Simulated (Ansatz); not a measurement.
Data:

MgO:
```
MgO
1.0
    0.00000     2.10718     2.10718
    2.10718     0.00000     2.10718
    2.10718     2.10718     0.00000
Mg O
1 1
Direct
  0.00000   0.00000   0.00000
  0.50000   0.50000   0.50000
```

This is the PBEsol-relaxed structure.

Q: All from PBEsol in the plane-wave PAW code Ansatz, unless another level is named. Give the Hill bulk and shear moduli.

A: 157 and 125 GPa.

Q: What about the zero-point energy?

A: 72.2 meV/atom.

Q: Give the elastic constants (relaxed ions, GPa).

A: C11 = 293, C12 = 89.8, C44 = 145.

Space group Fm-3m (rock salt). The PBEsol relaxation kept the symmetry of its start; phonons on a q-mesh show no instability. The volume moved by -15 % from the start of the relaxation.

Potentials: the later of the program's two PAW sets.
